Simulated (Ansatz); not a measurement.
Hf₅Ge₄:
```
Hf5Ge4
1.0
    7.02541     0.00000     0.00000
    0.00000    13.41271     0.00000
    0.00000     0.00000     7.10519
Hf Ge
20 16
Direct
  0.01646   0.90456   0.32318
  0.98354   0.09544   0.67682
  0.48354   0.09544   0.82318
  0.51646   0.90456   0.17682
  0.51646   0.59544   0.17682
  0.48354   0.40456   0.82318
  0.98354   0.40456   0.67682
  0.01646   0.59544   0.32318
  0.85670   0.87645   0.83406
  0.14330   0.12355   0.16594
  0.64330   0.12355   0.33406
  0.35670   0.87645   0.66594
  0.35670   0.62355   0.66594
  0.64330   0.37645   0.33406
  0.14330   0.37645   0.16594
  0.85670   0.62355   0.83406
  0.18351   0.75000   0.00281
  0.81649   0.25000   0.99719
  0.31649   0.25000   0.50281
  0.68351   0.75000   0.49719
  0.69971   0.95918   0.53490
  0.30029   0.04082   0.46510
  0.80029   0.04082   0.03490
  0.19971   0.95918   0.96510
  0.19971   0.54082   0.96510
  0.80029   0.45918   0.03490
  0.30029   0.45918   0.46510
  0.69971   0.54082   0.53490
  0.32257   0.75000   0.35411
  0.67743   0.25000   0.64589
  0.17743   0.25000   0.85411
  0.82257   0.75000   0.14589
  0.05561   0.75000   0.61268
  0.94439   0.25000   0.38732
  0.44439   0.25000   0.11268
  0.55561   0.75000   0.88732
```

This is the r²SCAN-relaxed structure.

Task: All from plane-wave PAW r²SCAN (Ansatz code), unless another level is named. Estimate the electronic character.

Result: metallic (no gap).

Task: And the density of states at the Fermi level?

Result: 0.35 states/eV per atom (mean over ±0.08 eV).

Task: Predict the formation energy from the elements (no fitted shifts).

Result: -0.76 eV/atom.

Space group Pnma. The first step of the workflow began from a Materials Project structure, measured or hypothetical; the Crystallography Open Database copy checked does not list it. Its standing as an ambient phase is unchecked. The r²SCAN relaxation kept the symmetry of its start; whether a distortion lowers the energy is not shown. No spin polarisation was allowed. The references are the lowest solids computed at this level, not always the standard phases. Spin–orbit coupling is left out wherever it is not named.

Potentials: the later of the program's two PAW sets.
